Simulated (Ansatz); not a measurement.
MgS: relaxed-ion elastic tensor

Method: DFT PBE, scalar-relativistic, plane waves, PAW (Ansatz). Cutoff 420 eV, 8×8×8 k-points (Γ-centred), fixed occupations. No spin polarisation.

Relaxed structure:
```yaml
crystal:
  lattice:
    - [0.00000, 2.61493, 2.61493]
    - [2.61493, 0.00000, 2.61493]
    - [2.61493, 2.61493, 0.00000]
  atoms:
    - { symbol: Mg, position: [0.00000, 0.00000, 0.00000] }
    - { symbol: S, position: [0.50000, 0.50000, 0.50000] }
```

The cell has the rock salt type, in a space group that the Crystallography Open Database lists for this formula; it was reached from a generator's guess.

Problem. Give the relaxed-ion elastic constants (GPa, Voigt order xx yy zz yz xz xy, on the Cartesian axes of the cell above).

Solution.
```
138.6  41.6  41.6   0.0   0.0   0.0
 41.6 138.6  41.6   0.0   0.0   0.0
 41.6  41.6 138.6   0.0   0.0   0.0
  0.0   0.0   0.0  54.0   0.0   0.0
  0.0   0.0   0.0   0.0  54.0   0.0
  0.0   0.0   0.0   0.0   0.0  54.0
```

Problem. Is the crystal stable against homogeneous strain?

Solution. Yes: the least eigenvalue of the tensor is 54.0 GPa.

Problem. And the moduli of a polycrystal (Hill averages)?

Solution. B = 74 GPa, G = 52 GPa, E = 126 GPa, ν = 0.22.
